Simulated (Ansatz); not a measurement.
The relaxed structure here is a generated cell of Si2Mo: the first start was made by placing the elements on the sites of a structure type, and the end was not matched to a known phase here, so it may be hypothetical. Known forms of Si2Mo include space group No. 139.

The end point of a relaxation of Si₂Mo. Space group P4₁2₁2 (No. 92). Calculation: r2SCAN (plane waves to 500 eV, PAW, scalar-relativistic; Ansatz, a program for electronic structure).

Space group P4₁2₁2 (No. 92); a = b = 4.656 Å, c = 8.134 Å, α = β = γ = 90.00°

```json
[
 {"atom": "Mo", "site": "4a", "symmetry": "..2", "x": "0.3590", "y": "0.3590", "z": "0.0000"},
 {"atom": "Si", "site": "8b", "symmetry": "1", "x": "0.3042", "y": "0.3498", "z": "0.3163"}
]
```

```json
{
 "volume_per_atom": "14.69 Å³",
 "density": "5.73 g/cm³",
 "band_gap": "no clear gap: the sampled points leave 0.06 eV away from the symmetry points, which may be a band crossing missed between them",
 "shortest_distances": "Mo–Si 2.47 Å; Si–Si 2.52 Å; Mo–Mo 3.25 Å",
 "k-mesh": "6×6×4"
}
```

Band energies at high-symmetry points (eV from the VBM; labels of this space group; no spin-orbit coupling), from −5 eV up to 3.3 eV:

```tsv
point	energies
Γ	-4.73 -4.42 -3.75 -3.52 -3.38 -3.38 -2.61 -2.61 -2.29 -2.29 -2.05 -1.98 -1.98 -1.98 -1.68 -1.06 -1.06 -0.43 0.23 1.60 1.60 2.29 2.40 2.79 2.79
X	-4.75 -4.75 -4.61 -4.61 -4.54 -4.54 -3.36 -3.36 -2.66 -2.66 -2.17 -2.17 -2.12 -2.12 -1.76 -1.76 -1.25 -1.25 -0.13 -0.13 1.82 1.82 2.08 2.08 2.29 2.29 2.70 2.70
M	-3.57 -3.57 -2.93 -2.93 -2.55 -2.55 -2.29 -2.29 -2.19 -2.19 -1.54 -1.54 -0.70 -0.70 -0.63 -0.63 1.96 1.96 2.18 2.18 2.56 2.56 2.80 2.80 3.11 3.11
Z	-4.35 -4.35 -3.50 -3.50 -3.20 -3.20 -3.09 -3.09 -2.65 -2.65 -2.40 -2.40 -1.28 -1.28 -1.09 -1.09 -0.87 -0.87 0.63 0.63 1.41 1.41 2.59 2.59 2.78 2.78
R	-4.78 -4.78 -4.34 -4.34 -4.24 -4.24 -3.43 -3.43 -2.79 -2.79 -2.44 -2.44 -2.25 -2.25 -1.51 -1.51 -0.98 -0.98 -0.97 -0.97 1.76 1.76 2.21 2.21 2.34 2.34 2.65 2.65
A	-4.90 -4.90 -4.90 -4.90 -4.27 -4.27 -4.27 -4.27 -2.27 -2.27 -2.27 -2.27 -1.79 -1.79 -1.79 -1.79 -0.62 -0.62 -0.62 -0.62 1.72 1.72 1.72 1.72 2.30 2.30 2.30 2.30
```

No spin polarisation in the result.

The run could not lose the symmetry of its start, so the end can be a saddle point.
